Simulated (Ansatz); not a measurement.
LuAlN$_{2}$ in space group Pna2_1 (No. 33; Lu on 4a, Al on 4a, N on 4a, N on 4a), PBE (plane waves, PAW; program Ansatz). The conduction-band minimum lies at Γ, with 1 equivalent valley. Second derivatives d²E/dk² of the lowest band at one valley (eV·Å²), along Cartesian directions:

```tsv
direction	d²E/dk²
[100]	27.87
[010]	24.52
[001]	26.32
[110]	26.19
[101]	27.10
[011]	25.42
```

**Question.** Find the principal effective masses, the density-of-states mass and the conductivity mass.

**Answer.** Off-diagonal terms follow from H_xy = H[110] − (H_xx + H_yy)/2, and m*/mₑ = 7.620 eV·Å² over each eigenvalue: 0.27, 0.29, 0.31. One valley's DOS mass (m₁m₂m₃)^(1/3) = 0.29, conductivity mass 3/(Σ 1/mᵢ) = 0.29 mₑ.

**Question.** What effective density of states Nc follows at 300 K for parabolic valleys?

**Answer.** Nc = 2.509e19 × 1 × (0.29)^(3/2) ≈ 3.9e18 cm⁻³.

The start of the workflow was typed in or built on a structure type; neither database checked (COD, Materials Project) lists it. Its standing as an ambient phase is unchecked. The cell was relaxed with PBE under the symmetry of its start; whether a distortion lowers the energy is not shown. Spin–orbit coupling is left out wherever it is not named.

Potentials: the earlier of the program's two PAW sets.

Edges and masses are those of Kohn–Sham bands, whose gap is no quasiparticle gap.
